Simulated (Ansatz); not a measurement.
## As: how much do the potentials matter?

As in the rhombohedral A7 structure, in a typed cell, not relaxed.

```
CELL_PARAMETERS angstrom
1.91000 1.10274 3.58333
-1.91000 1.10274 3.58333
0.00000 -2.20548 3.58333
ATOMIC_POSITIONS crystal
As 0.22650 0.22650 0.22650
As 0.77350 0.77350 0.77350
```

Settings of the Ansatz calculation: r2SCAN; k mesh 8×8×8; Fermi–Dirac smearing of 0.1 eV; no spin. Phonons (finite displacements) are harmonic and in cm⁻¹; i marks an unstable mode. Zone-centre lists hold the optical modes without the non-analytic term.

Caveats: coarse k mesh; PseudoDojo norm-conserving files were made for PBE.

The reference is the run on all-electron PAW datasets (no frozen core) at 380 eV and 22.64 Å³ an atom: top Γ mode (cm⁻¹) 253; lowest Γ mode (cm⁻¹) 176.

Task: The same calculation was made on PseudoDojo norm-conserving, Ansatz norm-conserving. How far do the results move?

Result: 
| potentials | cutoff (eV) | top Γ mode (cm⁻¹) | lowest Γ mode (cm⁻¹) |
| --- | --- | --- | --- |
| PseudoDojo norm-conserving | 1143 | 251 | 174 |
| Ansatz norm-conserving | 1143 | 251 | 176 |

The largest move among the frequencies in the table is 2.7 cm⁻¹, in the lowest Γ mode on PseudoDojo norm-conserving.
